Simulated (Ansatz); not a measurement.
# GaN with yttrium replacing Ga: gradients before and after relaxing the atoms

Start: a supercell of GaN (wurtzite type, P6_3mc) built from a COD entry (the entry's cell lengths or inner coordinates differ somewhat from later room-temperature determinations), with all atoms left at the host's positions.

```cif
data_YGa15N16
_symmetry_space_group_name_H-M 'P3m1'
_symmetry_Int_Tables_number 156
_cell_length_a 6.3600
_cell_length_b 6.3600
_cell_length_c 10.3320
_cell_angle_alpha 90.000
_cell_angle_beta 90.000
_cell_angle_gamma 120.000
loop_
_atom_site_label
_atom_site_type_symbol
_atom_site_symmetry_multiplicity
_atom_site_Wyckoff_symbol
_atom_site_fract_x
_atom_site_fract_y
_atom_site_fract_z
Y Y 1 a 0.0000 0.0000 0.0000
Ga2 Ga 1 a 0.0000 0.0000 0.5000
Ga3 Ga 3 d 0.0000 0.5000 0.0000
Ga4 Ga 3 d 0.0000 0.5000 0.5000
Ga9 Ga 3 d 0.1667 0.8333 0.2500
Ga10 Ga 3 d 0.1667 0.8333 0.7500
Ga15 Ga 1 c 0.6667 0.3333 0.2500
Ga16 Ga 1 c 0.6667 0.3333 0.7500
N17 N 1 a 0.0000 0.0000 0.1875
N18 N 1 a 0.0000 0.0000 0.6875
N19 N 3 d 0.0000 0.5000 0.1875
N20 N 3 d 0.0000 0.5000 0.6875
N25 N 3 d 0.1667 0.8333 0.4375
N26 N 3 d 0.1667 0.8333 0.9375
N31 N 1 c 0.6667 0.3333 0.4375
N32 N 1 c 0.6667 0.3333 0.9375
```

One atom of each set is listed.

Level of theory: DFT, PBE, plane waves and PAW, scalar-relativistic, 420 eV cutoff, Γ-centred 4×4×2 k-points, Fermi–Dirac smearing 0.01 eV (Ansatz 0.2.0).

The largest force at the start is 6.2 eV/Å. Relaxing the ions at fixed cell moves them by 0.270 Å at most (atom 17, N) and 0.079 Å rms.

```json
{"site": "Y", "moved (Å)": "0.038", "first shell before": "4 N at 1.94–1.95 Å", "first shell after": "4 N at 2.12–2.17 Å", "V_zz before (10²¹ V/m²)": "-0.48", "η before": "0.00"}
{"site": "Ga2", "moved (Å)": "0.013", "first shell before": "4 N at 1.94–1.95 Å", "first shell after": "4 N at 1.94–1.96 Å", "V_zz before (10²¹ V/m²)": "0.13", "η before": "0.00"}
{"site": "Ga3", "moved (Å)": "0.035", "first shell before": "4 N at 1.94–1.95 Å", "first shell after": "4 N at 1.90–1.96 Å", "V_zz before (10²¹ V/m²)": "-0.74", "η before": "0.10"}
{"site": "Ga4", "moved (Å)": "0.016", "first shell before": "4 N at 1.94–1.95 Å", "first shell after": "4 N at 1.92–1.94 Å", "V_zz before (10²¹ V/m²)": "-0.31", "η before": "0.00"}
{"site": "Ga9", "moved (Å)": "0.065", "first shell before": "4 N at 1.94–1.95 Å", "first shell after": "4 N at 1.91–1.95 Å", "V_zz before (10²¹ V/m²)": "-0.78", "η before": "0.16"}
{"site": "Ga10", "moved (Å)": "0.065", "first shell before": "4 N at 1.94–1.95 Å", "first shell after": "4 N at 1.91–1.95 Å", "V_zz before (10²¹ V/m²)": "-0.28", "η before": "0.19"}
{"site": "Ga15", "moved (Å)": "0.031", "first shell before": "4 N at 1.94–1.95 Å", "first shell after": "4 N at 1.94–1.95 Å", "V_zz before (10²¹ V/m²)": "-0.45", "η before": "0.00"}
{"site": "N17", "moved (Å)": "0.270", "first shell before": "1 Y at 1.94 Å, 3 Ga at 1.95 Å", "first shell after": "3 Ga at 1.91 Å, 1 Y at 2.17 Å", "V_zz before (10²¹ V/m²)": "-5.11", "η before": "0.00"}
{"site": "N19", "moved (Å)": "0.009", "first shell before": "4 Ga at 1.94–1.95 Å", "first shell after": "4 Ga at 1.95–1.96 Å", "V_zz before (10²¹ V/m²)": "-0.10", "η before": "0.03"}
{"site": "N20", "moved (Å)": "0.029", "first shell before": "4 Ga at 1.94–1.95 Å", "first shell after": "4 Ga at 1.92–1.93 Å", "V_zz before (10²¹ V/m²)": "-0.16", "η before": "0.56"}
{"site": "N25", "moved (Å)": "0.053", "first shell before": "4 Ga at 1.94–1.95 Å", "first shell after": "4 Ga at 1.93–1.94 Å", "V_zz before (10²¹ V/m²)": "0.18", "η before": "0.97"}
{"site": "N26", "moved (Å)": "0.167", "first shell before": "3 Ga at 1.94–1.95 Å, 1 Y at 1.95 Å", "first shell after": "3 Ga at 1.90–1.91 Å, 1 Y at 2.12 Å", "V_zz before (10²¹ V/m²)": "-5.23", "η before": "0.01"}
```

Question: How do the gradients change?

Answer: 

```tsv
site	V_zz after	η after	change of V_zz
Y	-2.80	0.00	-2.32
Ga2	1.52	0.00	+1.39
Ga3	3.35	0.50	–
Ga4	-0.37	0.08	-0.06
Ga9	1.88	0.87	–
Ga10	1.10	0.31	–
Ga15	0.29	0.00	+0.74
N17	-5.69	0.00	-0.58
N19	0.38	0.72	–
N20	-0.38	0.79	-0.22
N25	-0.89	0.24	–
N26	-5.67	0.00	-0.44
```

The largest change of V_zz along a kept axis is on Y, from -0.48 to -2.80. Small gradients that grow severalfold: Ga10 (-0.28 to 1.10), Ga2 (0.13 to 1.52). In per cent, |V_zz| changes by +8 to +11 on N (all sites that start above 0.5, bar those whose gradient vanishes or changes sign or whose main axis turns by over 40°). Where |V_zz| stays above 0.1 and the axes keep their order, η moves most on N20, from 0.56 to 0.79. V_zz changes sign on Ga15 (same axis), N18 (same axis) (not all in the table). On Ga9, Ga3, Ga10, N25, N19 the largest principal value lies along another axis in the second run, so the two V_zz can't be compared directly. The table leaves out 4 of the 16 sites, with |V_zz| up to 0.58; their tensors move by 0.57 at most along any direction. The statements above cover all sites. The host's own positions weren't relaxed first, so part of the change far from the defect can be the host's relaxation.

The defect repeats with the cell of 32 atoms, so it feels its images: sites between two images don't show the values beside a lone defect, and zeros or small values of η there can come from the images' arrangement. Ga and N carry a gradient in the pure host already, so the values there aren't the defect's effect alone. Without spin–orbit coupling (the program notes it for Y) the gradients are little affected as a rule: paired runs on crystals with a gap mostly move them by under 2 % at such atoms.
Before: The cell keeps the host's lattice, where the PBE pressure is 16 GPa. The neighbours have not yet relaxed around the defect (largest force 6.2 eV/Å), so the values at and beside it are those of a strained start, not of the defect in a real crystal.
After: The relaxation keeps the site symmetry 3m of the start, so the impurity can move only along its axis; a start off the site could end lower. The cell keeps the host's lattice, where the PBE pressure is 14 GPa.
